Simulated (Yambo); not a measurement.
Absorption of RbCaH3 (cubic perovskite, space group Pm-3m, No. 221) with and without the electron-hole interaction (Yambo, LDA bands; 8×8×8 mesh, 3 valence and 9 conduction bands, static screening with 45 bands and a 3 Ry block, scissor 2.72 eV, Tamm-Dancoff; field along x).

```json
[
 {"E (eV)": "4.10", "Im ε, BSE": "0.26", "Im ε, independent quasiparticles": "0.06"},
 {"E (eV)": "4.20", "Im ε, BSE": "0.31", "Im ε, independent quasiparticles": "0.06"},
 {"E (eV)": "4.30", "Im ε, BSE": "0.37", "Im ε, independent quasiparticles": "0.07"},
 {"E (eV)": "4.40", "Im ε, BSE": "0.46", "Im ε, independent quasiparticles": "0.07"},
 {"E (eV)": "4.50", "Im ε, BSE": "0.58", "Im ε, independent quasiparticles": "0.08"},
 {"E (eV)": "4.60", "Im ε, BSE": "0.76", "Im ε, independent quasiparticles": "0.08"},
 {"E (eV)": "4.70", "Im ε, BSE": "1.05", "Im ε, independent quasiparticles": "0.09"},
 {"E (eV)": "4.80", "Im ε, BSE": "1.56", "Im ε, independent quasiparticles": "0.10"},
 {"E (eV)": "4.90", "Im ε, BSE": "2.57", "Im ε, independent quasiparticles": "0.11"},
 {"E (eV)": "5.00", "Im ε, BSE": "4.70", "Im ε, independent quasiparticles": "0.13"},
 {"E (eV)": "5.10", "Im ε, BSE": "7.83", "Im ε, independent quasiparticles": "0.15"},
 {"E (eV)": "5.20", "Im ε, BSE": "7.28", "Im ε, independent quasiparticles": "0.18"},
 {"E (eV)": "5.30", "Im ε, BSE": "5.19", "Im ε, independent quasiparticles": "0.21"},
 {"E (eV)": "5.40", "Im ε, BSE": "4.71", "Im ε, independent quasiparticles": "0.28"},
 {"E (eV)": "5.50", "Im ε, BSE": "4.14", "Im ε, independent quasiparticles": "0.38"},
 {"E (eV)": "5.60", "Im ε, BSE": "3.84", "Im ε, independent quasiparticles": "0.55"},
 {"E (eV)": "5.70", "Im ε, BSE": "3.86", "Im ε, independent quasiparticles": "0.70"},
 {"E (eV)": "5.80", "Im ε, BSE": "3.80", "Im ε, independent quasiparticles": "0.92"},
 {"E (eV)": "5.90", "Im ε, BSE": "3.67", "Im ε, independent quasiparticles": "1.18"},
 {"E (eV)": "6.00", "Im ε, BSE": "3.49", "Im ε, independent quasiparticles": "1.49"},
 {"E (eV)": "6.10", "Im ε, BSE": "3.41", "Im ε, independent quasiparticles": "1.88"},
 {"E (eV)": "6.20", "Im ε, BSE": "3.27", "Im ε, independent quasiparticles": "2.06"},
 {"E (eV)": "6.30", "Im ε, BSE": "3.03", "Im ε, independent quasiparticles": "2.01"},
 {"E (eV)": "6.40", "Im ε, BSE": "2.53", "Im ε, independent quasiparticles": "1.94"},
 {"E (eV)": "6.50", "Im ε, BSE": "2.24", "Im ε, independent quasiparticles": "2.04"},
 {"E (eV)": "6.60", "Im ε, BSE": "2.33", "Im ε, independent quasiparticles": "2.04"},
 {"E (eV)": "6.70", "Im ε, BSE": "2.41", "Im ε, independent quasiparticles": "2.20"},
 {"E (eV)": "6.80", "Im ε, BSE": "2.70", "Im ε, independent quasiparticles": "2.73"},
 {"E (eV)": "6.90", "Im ε, BSE": "3.02", "Im ε, independent quasiparticles": "2.78"},
 {"E (eV)": "7.00", "Im ε, BSE": "3.28", "Im ε, independent quasiparticles": "2.43"},
 {"E (eV)": "7.10", "Im ε, BSE": "3.95", "Im ε, independent quasiparticles": "2.20"},
 {"E (eV)": "7.20", "Im ε, BSE": "4.92", "Im ε, independent quasiparticles": "2.36"},
 {"E (eV)": "7.30", "Im ε, BSE": "5.98", "Im ε, independent quasiparticles": "2.62"},
 {"E (eV)": "7.40", "Im ε, BSE": "6.74", "Im ε, independent quasiparticles": "2.63"},
 {"E (eV)": "7.50", "Im ε, BSE": "6.94", "Im ε, independent quasiparticles": "2.48"},
 {"E (eV)": "7.60", "Im ε, BSE": "5.47", "Im ε, independent quasiparticles": "2.58"},
 {"E (eV)": "7.70", "Im ε, BSE": "3.64", "Im ε, independent quasiparticles": "2.73"},
 {"E (eV)": "7.80", "Im ε, BSE": "2.55", "Im ε, independent quasiparticles": "2.82"},
 {"E (eV)": "7.90", "Im ε, BSE": "2.17", "Im ε, independent quasiparticles": "2.83"},
 {"E (eV)": "8.00", "Im ε, BSE": "2.08", "Im ε, independent quasiparticles": "2.58"},
 {"E (eV)": "8.10", "Im ε, BSE": "2.12", "Im ε, independent quasiparticles": "2.36"},
 {"E (eV)": "8.20", "Im ε, BSE": "1.85", "Im ε, independent quasiparticles": "2.22"},
 {"E (eV)": "8.30", "Im ε, BSE": "1.77", "Im ε, independent quasiparticles": "2.22"},
 {"E (eV)": "8.40", "Im ε, BSE": "1.59", "Im ε, independent quasiparticles": "2.51"},
 {"E (eV)": "8.50", "Im ε, BSE": "1.55", "Im ε, independent quasiparticles": "3.07"},
 {"E (eV)": "8.60", "Im ε, BSE": "1.39", "Im ε, independent quasiparticles": "3.74"},
 {"E (eV)": "8.70", "Im ε, BSE": "1.33", "Im ε, independent quasiparticles": "4.14"},
 {"E (eV)": "8.80", "Im ε, BSE": "1.21", "Im ε, independent quasiparticles": "4.52"},
 {"E (eV)": "8.90", "Im ε, BSE": "1.16", "Im ε, independent quasiparticles": "4.83"},
 {"E (eV)": "9.00", "Im ε, BSE": "1.06", "Im ε, independent quasiparticles": "5.36"},
 {"E (eV)": "9.10", "Im ε, BSE": "1.01", "Im ε, independent quasiparticles": "5.81"},
 {"E (eV)": "9.20", "Im ε, BSE": "1.06", "Im ε, independent quasiparticles": "6.15"},
 {"E (eV)": "9.30", "Im ε, BSE": "1.04", "Im ε, independent quasiparticles": "6.36"},
 {"E (eV)": "9.40", "Im ε, BSE": "1.12", "Im ε, independent quasiparticles": "5.88"},
 {"E (eV)": "9.50", "Im ε, BSE": "1.01", "Im ε, independent quasiparticles": "4.93"},
 {"E (eV)": "9.60", "Im ε, BSE": "0.96", "Im ε, independent quasiparticles": "4.22"},
 {"E (eV)": "9.70", "Im ε, BSE": "0.85", "Im ε, independent quasiparticles": "3.56"},
 {"E (eV)": "9.80", "Im ε, BSE": "0.82", "Im ε, independent quasiparticles": "3.02"},
 {"E (eV)": "9.90", "Im ε, BSE": "0.81", "Im ε, independent quasiparticles": "2.76"},
 {"E (eV)": "10.00", "Im ε, BSE": "0.78", "Im ε, independent quasiparticles": "2.59"},
 {"E (eV)": "10.10", "Im ε, BSE": "0.78", "Im ε, independent quasiparticles": "2.42"},
 {"E (eV)": "10.20", "Im ε, BSE": "0.66", "Im ε, independent quasiparticles": "2.29"},
 {"E (eV)": "10.30", "Im ε, BSE": "0.64", "Im ε, independent quasiparticles": "1.94"},
 {"E (eV)": "10.40", "Im ε, BSE": "0.58", "Im ε, independent quasiparticles": "1.69"},
 {"E (eV)": "10.50", "Im ε, BSE": "0.57", "Im ε, independent quasiparticles": "1.61"},
 {"E (eV)": "10.60", "Im ε, BSE": "0.55", "Im ε, independent quasiparticles": "1.57"},
 {"E (eV)": "10.70", "Im ε, BSE": "0.57", "Im ε, independent quasiparticles": "1.50"},
 {"E (eV)": "10.80", "Im ε, BSE": "0.54", "Im ε, independent quasiparticles": "1.43"},
 {"E (eV)": "10.90", "Im ε, BSE": "0.48", "Im ε, independent quasiparticles": "1.43"},
 {"E (eV)": "11.00", "Im ε, BSE": "0.46", "Im ε, independent quasiparticles": "1.41"}
]
```

The scissor comes from a G0W0 run whose convergence isn't established. Broadening 0.15 eV. The band window holds all transitions up to 12.1 eV. Fine structure above the onset can come from the mesh.

The cell is held in this high symmetry; tilts and polar distortions were not searched.

Geometry of the Materials Project entry, not relaxed at this level; primitive cell a = b = c = 4.521 Å, α = β = γ = 90.00°.
